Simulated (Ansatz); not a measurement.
Input:

AlRu:
```
CELL_PARAMETERS angstrom
      1.44012     0.83146     3.95054
     -1.44012     0.83146     3.95054
      0.00000    -1.66291     3.95054
ATOMIC_POSITIONS crystal
  Al 0.00000 0.00000 0.00000
  Ru 0.50000 0.50000 0.50000
```

This is the PBE-relaxed structure.

### Question
All from PBE in the plane-wave PAW code Ansatz, unless another level is named. Predict the density of states at the Fermi level.

### Answer
0.65 states/eV per atom (mean over ±0.08 eV).

### Question
Predict the formation energy from the elements (no fitted shifts).

### Answer
-0.36 eV/atom.

Space group R-3m. A made-up cell: these elements were put on the sites of a structure type; neither database checked (COD, Materials Project) lists it. COD files the formula under space group No. 221, so this cell is another polymorph or a model. Its standing as an ambient phase is unchecked. The PBE relaxation kept the symmetry of its start; whether a distortion lowers the energy is not shown. The run is not spin-polarised. The references are the lowest solids computed at this level, not always the standard phases. Scalar-relativistic: spin–orbit coupling is off unless named, which matters more the heavier the elements.

Potentials: the later of the program's two PAW sets.
